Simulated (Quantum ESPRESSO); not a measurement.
# Si2BON3: input and log of a self-consistent run

A calculation, not a measurement. The program is pw.x of Quantum ESPRESSO 7.5 (plane-wave density functional theory). The cell is made up: 7 atoms on a wurtzite lattice with one site empty, with randomly drawn elements, strain and displacements, not relaxed. PseudoDojo standard norm-conserving files (v0.5 for PBE, v0.4.1 for LDA and PBEsol) set the functional; there is no spin polarisation, spin-orbit coupling or dispersion term, and the masses in the input are unused placeholders.

Input:

```
&control calculation='scf', pseudo_dir='./dojo.nc.sr.pbe.v0_5.standard.upf', outdir='./o', disk_io='medium', tprnfor=.true., tstress=.true. /
&system ibrav=0, nat=7, ntyp=4, nbnd=22, ecutwfc=84.00895049, nosym=.true., tot_charge=0,
 occupations='smearing', smearing='fd', degauss=0.0018374661
/
&electrons conv_thr=7.350e-09, electron_maxstep=60, /
ATOMIC_SPECIES
B 1.0 B.upf
N 1.0 N.upf
O 1.0 O.upf
Si 1.0 Si.upf
CELL_PARAMETERS angstrom
2.8307 0.0021 0.0312
0.0037 4.8844 -0.0309
0.0507 -0.029 4.5014
ATOMIC_POSITIONS angstrom
Si 0.1064 -0.0181 0.004
Si 1.4299 2.4329 0.0683
B 0.033 3.2351 2.1867
O -0.0075 0.0689 1.6707
N 1.4251 2.4357 1.5828
N 1.582 0.913 4.0612
N -0.0097 3.3464 3.9908
K_POINTS automatic
6 4 4 1 1 1
```

The log is shortened where brackets say so; the opening notice, blank lines, dates and the lines on written files are dropped, and the path of the files is cut. It prints rydbergs, bohrs and kilobars, and counts compression as positive stress. With no partly filled state, the Fermi energy that it prints is only some level between the filled and the empty states on the mesh, and need not lie in the true gap.

```
     Program PWSCF v.7.5
     Parallel version (MPI & OpenMP), running on       1 processor cores
     Number of MPI processes:                 1
     Threads/MPI process:                     1
     [start-up lines left out]
     bravais-lattice index     =            0
     lattice parameter (alat)  =       5.3496  a.u.
     unit-cell volume          =     419.9304 (a.u.)^3
     number of atoms/cell      =            7
     number of atomic types    =            4
     number of electrons       =        32.00
     number of Kohn-Sham states=           22
     kinetic-energy cutoff     =      84.0090  Ry
     charge density cutoff     =     336.0358  Ry
     scf convergence threshold =      7.3E-09
     mixing beta               =       0.7000
     number of iterations used =            8  plain     mixing
     Exchange-correlation= PBE
                           (   1   4   3   4   0   0   0)
     [axes and pseudopotential details left out]
   Cartesian axes
     site n.     atom                  positions (alat units)
         1        Si     tau(   1) = (   0.0375856  -0.0063938   0.0014130  )
         2        Si     tau(   2) = (   0.5051093   0.8594170   0.0241268  )
         3        B      tau(   3) = (   0.0116572   1.1427925   0.7724473  )
         4        O      tau(   4) = (  -0.0026494   0.0243388   0.5901714  )
         5        N      tau(   5) = (   0.5034137   0.8604060   0.5591209  )
         6        N      tau(   6) = (   0.5588383   0.3225154   1.4346106  )
         7        N      tau(   7) = (  -0.0034265   1.1821090   1.4097419  )
     number of k points=    48  Fermi-Dirac smearing, width (Ry)=  0.0018
                       cart. coord. in units 2pi/alat
        k(    1) = (   0.0824230   0.0728788   0.0781521), wk =   0.0416667
        k(    2) = (   0.0806890   0.0738749   0.2353998), wk =   0.0416667
     [further k points left out]
     Dense  grid:    43687 G-vectors     FFT dimensions: (  32,  54,  50)
     Estimated max dynamical RAM per process >      50.01 MB
     Initial potential from superposition of free atoms
     starting charge      31.9985, renormalised to      32.0000
     Starting wfcs are   28 randomized atomic wfcs
     total cpu time spent up to now is        4.1 secs
     per-process dynamical memory:    39.3 Mb
     Self-consistent Calculation
     iteration #  1     ecut=    84.01 Ry     beta= 0.70
     Davidson diagonalization with overlap
     ethr =  1.00E-02,  avg # of iterations =  3.0
     total cpu time spent up to now is       14.9 secs
     total energy              =    -117.47675805 Ry
     estimated scf accuracy    <       1.85383307 Ry
     iteration #  2     ecut=    84.01 Ry     beta= 0.70
     Davidson diagonalization with overlap
     ethr =  5.79E-03,  avg # of iterations =  2.0
     total cpu time spent up to now is       26.0 secs
     total energy              =    -117.86846735 Ry
     estimated scf accuracy    <       1.70508296 Ry
     iteration #  3     ecut=    84.01 Ry     beta= 0.70
     Davidson diagonalization with overlap
     ethr =  5.33E-03,  avg # of iterations =  2.0
     total cpu time spent up to now is       34.0 secs
     total energy              =    -118.20538069 Ry
     estimated scf accuracy    <       0.09003546 Ry
     iteration #  4     ecut=    84.01 Ry     beta= 0.70
     Davidson diagonalization with overlap
     ethr =  2.81E-04,  avg # of iterations =  3.6
     total cpu time spent up to now is       46.5 secs
     total energy              =    -118.22986239 Ry
     estimated scf accuracy    <       0.00484358 Ry
     iteration #  5     ecut=    84.01 Ry     beta= 0.70
     Davidson diagonalization with overlap
     c_bands:  1 eigenvalues not converged
     c_bands:  1 eigenvalues not converged
     ethr =  1.51E-05,  avg # of iterations =  9.4
     total cpu time spent up to now is       59.6 secs
     total energy              =    -118.23055450 Ry
     estimated scf accuracy    <       0.00182604 Ry
     iteration #  6     ecut=    84.01 Ry     beta= 0.70
     Davidson diagonalization with overlap
     ethr =  5.71E-06,  avg # of iterations =  2.8
     total cpu time spent up to now is       71.6 secs
     total energy              =    -118.23093649 Ry
     estimated scf accuracy    <       0.00035196 Ry
     iteration #  7     ecut=    84.01 Ry     beta= 0.70
     Davidson diagonalization with overlap
     ethr =  1.10E-06,  avg # of iterations =  3.0
     total cpu time spent up to now is       78.4 secs
     total energy              =    -118.23098580 Ry
     estimated scf accuracy    <       0.00002487 Ry
     iteration #  8     ecut=    84.01 Ry     beta= 0.70
     Davidson diagonalization with overlap
     ethr =  7.77E-08,  avg # of iterations =  2.1
     total cpu time spent up to now is       87.1 secs
     total energy              =    -118.23099306 Ry
     estimated scf accuracy    <       0.00000182 Ry
     iteration #  9     ecut=    84.01 Ry     beta= 0.70
     Davidson diagonalization with overlap
     ethr =  5.67E-09,  avg # of iterations =  3.1
     total cpu time spent up to now is       97.2 secs
     total energy              =    -118.23099364 Ry
     estimated scf accuracy    <       0.00000072 Ry
     iteration # 10     ecut=    84.01 Ry     beta= 0.70
     Davidson diagonalization with overlap
     ethr =  2.24E-09,  avg # of iterations =  2.0
     total cpu time spent up to now is      105.0 secs
     total energy              =    -118.23099369 Ry
     estimated scf accuracy    <       0.00000009 Ry
     iteration # 11     ecut=    84.01 Ry     beta= 0.70
     Davidson diagonalization with overlap
     ethr =  2.85E-10,  avg # of iterations =  2.0
     total cpu time spent up to now is      114.7 secs
     End of self-consistent calculation
          k = 0.0824 0.0729 0.0782 (  5474 PWs)   bands (ev):
   -11.0179  -8.6331  -7.3288  -6.3654  -1.0663  -0.0364   2.7793   3.1728
     3.6922   4.5691   5.3862   5.8305   6.1878   7.5069   8.5743   8.7754
    12.5560  13.8095  14.7685  15.3934  16.1553  16.5288
     [levels at the other k points left out]
     the Fermi energy is    10.6912 ev
!    total energy              =    -118.23099371 Ry
     estimated scf accuracy    <          4.2E-09 Ry
     smearing contrib. (-TS)   =       0.00000000 Ry
     internal energy E=F+TS    =    -118.23099371 Ry
     The total energy is F=E-TS. E is the sum of the following terms:
     one-electron contribution =      -6.57185724 Ry
     hartree contribution      =      24.60690240 Ry
     xc contribution           =     -36.04697262 Ry
     ewald contribution        =    -100.21906626 Ry
     convergence has been achieved in  11 iterations
     Forces acting on atoms (cartesian axes, Ry/au):
     atom    1 type  4   force =    -0.00194616    0.33185592    0.13389087
     atom    2 type  4   force =    -0.03638026    0.06466798   -0.19307982
     atom    3 type  1   force =    -0.00225971    0.01862384   -0.08010742
     atom    4 type  3   force =     0.01758535   -0.19264603    0.00379009
     atom    5 type  2   force =    -0.01839716    0.20216994    0.44109787
     atom    6 type  2   force =    -0.01545821   -0.20515299   -0.07761492
     atom    7 type  2   force =     0.05685616   -0.21951866   -0.22797668
     Total force =     0.776256     Total SCF correction =     0.000140
     Computing stress (Cartesian axis) and pressure
          total   stress  (Ry/bohr**3)                   (kbar)     P=      180.04
  -0.00025507   0.00020118  -0.00013162          -37.52       29.59      -19.36
   0.00020118   0.00194398   0.00090590           29.59      285.97      133.26
  -0.00013162   0.00090590   0.00198270          -19.36      133.26      291.67
     init_run     :      3.87s CPU      3.93s WALL (       1 calls)
     electrons    :     92.80s CPU    110.61s WALL (       1 calls)
     forces       :      1.79s CPU      1.81s WALL (       1 calls)
     stress       :      6.59s CPU      6.64s WALL (       1 calls)
     [timing details left out]
     PWSCF        :   1m45.25s CPU   2m 3.28s WALL
     JOB DONE.
```

In other units: free energy -1608.615 eV for the cell, pressure 18.00 GPa, largest force component 11.341 eV/Å. A rerun of the same cell at another strain at 1437 eV and a 8 x 6 x 6 mesh moved values by no more than 0.002 eV in energy, 0.04 GPa in stress and 0.004 eV/Å in force.